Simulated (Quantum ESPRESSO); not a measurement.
Kohn-Sham bands of ZnO (wurtzite)

```
CELL_PARAMETERS angstrom
      3.23735     0.00000     0.00000
     -1.61867     2.80363     0.00000
      0.00000     0.00000     5.22206
ATOMIC_POSITIONS crystal
  Zn 0.66667 0.33333 0.50059
  Zn 0.33333 0.66667 0.00059
  O  0.66667 0.33333 0.87972
  O  0.33333 0.66667 0.37972
```

Materials Project entry mp-2133; symmetrised, unrelaxed at this level. COD (Crystallography Open Database) has the formula in 2 space groups, this one among them (matched by group alone). Computed values, not measurements, from PBEsol: Quantum ESPRESSO (norm-conserving PseudoDojo potentials, cutoff 68 Ry, no spin polarisation, no spin-orbit coupling) on a Γ-centred 12×12×4 mesh, then Wannier90. Density: 12×12×6 mesh, Gaussian smearing 0.01 Ry.

Energies are relative to the valence-band maximum; weights are on the orthonormalised atomic waves of the pseudopotential files, averaged over the group. 52 electrons a cell are treated as valence.

```
bands  from (eV)  to (eV)  filling  weight on atomic waves
-----  ---------  -------  -------  ----------------------
1–2      -123.20  -123.20   filled                     [?]
3–8       -77.51   -77.51   filled                     [?]
9–10      -17.99   -17.04   filled                     [?]
11–26      -6.17     0.00   filled                     [?]
```

Task: Which atomic shells make up each group?

Result: 
- 1–2, weight on atomic waves: Zn 3s 100 %
- 3–8, weight on atomic waves: Zn 3p 100 %
- 9–10, weight on atomic waves: O 2s 88 %, Zn 4s 9 %
- 11–26, weight on atomic waves: Zn 3d 62 %, O 2p 33 %

The Kohn-Sham gap over both meshes and the path is 0.76 eV.
